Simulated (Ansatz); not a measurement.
This cell of Os (hcp, Mg type) is off equilibrium:

```xyz
4
Lattice="5.5097 0.0000 0.0000 -1.3774 2.3858 0.0000 0.0000 0.0000 4.3444" Properties=species:S:1:pos:R:3 pbc="T T T"
Os     0.0000     1.5905     3.3517
Os     2.7549     1.5905     3.1650
Os     1.3774     0.7953     1.1794
Os     4.1323     0.7953     0.9928
```

These are PBE (plane waves to 420 eV, PAW, scalar-relativistic; Ansatz, a first-principles code) values and carry that method's errors. k mesh 19×19×11 (Γ-centred), Fermi-Dirac smearing 0.05 eV. Stress and pressure are positive under compression. With partly filled bands, energies and forces of such displacements shift with the k mesh and the smearing. Os is run without spin polarisation. Os was relaxed with its symmetry unable to fall. Spin-orbit coupling is left out, though Os is heavy. The PAW data are Ansatz's earlier set.

Task: What forces act on the atoms (eV/Å, Cartesian)?

Result: 
```tsv
atom	Fx	Fy	Fz
Os1	0.345	0.199	-1.572
Os2	0.345	0.199	1.572
Os3	-0.345	-0.199	-1.572
Os4	-0.345	-0.199	1.572
```

Task: What is the stress tensor (GPa)?

Result: 
```
    1.8      1.1      0.0
    1.1      0.5      0.0
    0.0      0.0      5.4
```
The pressure, a third of the trace, is 2.6 GPa.

(A displaced cell: forces are minus the slopes of the energy, force constants its curvatures, and phonons follow from these.)
